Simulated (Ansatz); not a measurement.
The cell below belongs to a search over invented structures; it isn't taken from experiment.

Input and command of a plane-wave DFT calculation in Ansatz:

```yaml
crystal:
  lattice:
    - [3.3990647768, 0.0, 0.0]
    - [0.0, 12.9722548429, 0.0]
    - [0.0, 0.0, 6.2952636568]
  atoms:
    - { symbol: Zr, position: [0.0, 0.5, 0.6324359393] }
    - { symbol: Zr, position: [0.5, 0.0, 0.3675640607] }
    - { symbol: Pb, position: [0.5, 0.3254643327, 0.2833413705] }
    - { symbol: Pb, position: [0.5, 0.6745356673, 0.2833413705] }
    - { symbol: Pb, position: [0.0, 0.1745356673, 0.7166586295] }
    - { symbol: Pb, position: [0.0, 0.8254643327, 0.7166586295] }
    - { symbol: O, position: [0.5, 0.4426667392, 0.8359009287] }
    - { symbol: O, position: [0.5, 0.5573332608, 0.8359009287] }
    - { symbol: O, position: [0.5, 0.5, 0.4150806345] }
    - { symbol: O, position: [0.0, 0.6585675474, 0.523208715] }
    - { symbol: O, position: [0.0, 0.3414324526, 0.523208715] }
    - { symbol: O, position: [0.0, 0.0573332608, 0.1640990713] }
    - { symbol: O, position: [0.0, 0.9426667392, 0.1640990713] }
    - { symbol: O, position: [0.0, 0.0, 0.5849193655] }
    - { symbol: O, position: [0.5, 0.1585675474, 0.476791285] }
    - { symbol: O, position: [0.5, 0.8414324526, 0.476791285] }
basis:
  ecutwfc: 500
kpoints:
  mp_grid: { grid: [8, 2, 6] }
hamiltonian:
  xc: r2scan
scf:
  occupations: { method: gaussian, width: 0.02 }
output:
  forces: true
  stress: true
  eigenvalues: true
```

```bash
ansatz run input.yaml --threads 1 --pin off --max-ram 2560MiB --backend cpu --events-out ev --progress --plain --runs-dir out
```

Processor: Intel(R) Xeon(R) Processor @ 2.70GHz, 1 thread, on a host shared with other jobs.

**Question.** How long does it run, and how much memory does it take?

**Answer.** About 2.5 min, peak memory 1.5 GiB. It solves 86 bands at 40 k points (after reduction by symmetry) with about 7001 plane waves, in 10 SCF iterations.
